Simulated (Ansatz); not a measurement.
Task: Name crystals whose computed values (plane-wave PAW r²SCAN (Ansatz code)) fall in these windows: electron conductivity mass (mₑ) 0.11 to 0.14; gap (eV) 1.7 to 2.2.

Result: 

| crystal | electron conductivity mass (mₑ) | gap (eV) |
|---|---|---|
| ZnSe, zinc blende | 0.12 | 1.87 |
Others may fit too.

The cell was relaxed under the symmetry of its start. Scalar-relativistic: spin–orbit coupling is off unless named, which matters more the heavier the elements.

Potentials: the later of the program's two PAW sets.
